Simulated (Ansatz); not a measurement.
GeSe:
```yaml
crystal:
  lattice:
    - [10.97139, 0.00000, 0.00000]
    - [0.00000, 3.87929, 0.00000]
    - [0.00000, 0.00000, 4.42271]
  atoms:
    - { symbol: Ge, position: [0.12361, 0.25000, 0.11337] }
    - { symbol: Ge, position: [0.87639, 0.75000, 0.88663] }
    - { symbol: Ge, position: [0.37639, 0.75000, 0.61337] }
    - { symbol: Ge, position: [0.62361, 0.25000, 0.38663] }
    - { symbol: Se, position: [0.85477, 0.25000, 0.49804] }
    - { symbol: Se, position: [0.14523, 0.75000, 0.50196] }
    - { symbol: Se, position: [0.64523, 0.75000, 0.99804] }
    - { symbol: Se, position: [0.35477, 0.25000, 0.00196] }
```

Relaxed with PBE+D3(BJ). Special points in fractions of this cell's reciprocal vectors: Γ (0.000, 0.000, 0.000); X (0.500, 0.000, 0.000); S (0.500, 0.500, 0.000); Y (0.000, 0.500, 0.000); Z (0.000, 0.000, 0.500); U (0.500, 0.000, 0.500); R (0.500, 0.500, 0.500); T (0.000, 0.500, 0.500).

Question: List the band energies nearest the valence-band maximum at these points for PBE+D3(BJ) with spin–orbit coupling (plane waves, PAW; program Ansatz).

Answer: In eV from the valence-band maximum; about four levels below and three above (degenerate sets whole), none deeper than 8.9 eV; points with the same levels are listed once.

```csv
k,below,above
Γ,-0.84 -0.84 -0.21 -0.21,0.69 0.69 2.63 2.63
X,-0.46 -0.46 -0.46 -0.46,2.33 2.33 2.33 2.33
S,-1.50 -1.50 -1.50 -1.50,1.43 1.43 1.43 1.43
Y,-1.19 -1.19 -1.19 -1.19,1.08 1.08 1.08 1.08
Z,-0.41 -0.41 -0.41 -0.41,1.20 1.20 1.20 1.20
U,-0.55 -0.55 -0.55 -0.55,1.25 1.25 1.25 1.25
R,-1.46 -1.46 -1.46 -1.46,2.53 2.53 2.53 2.53
T,-1.52 -1.52 -1.52 -1.52,2.81 2.81 2.81 2.81
```

Space group Pnma. The cell was relaxed with PBE+D3(BJ) under the symmetry of its start.

Potentials: the later of the program's two PAW sets.
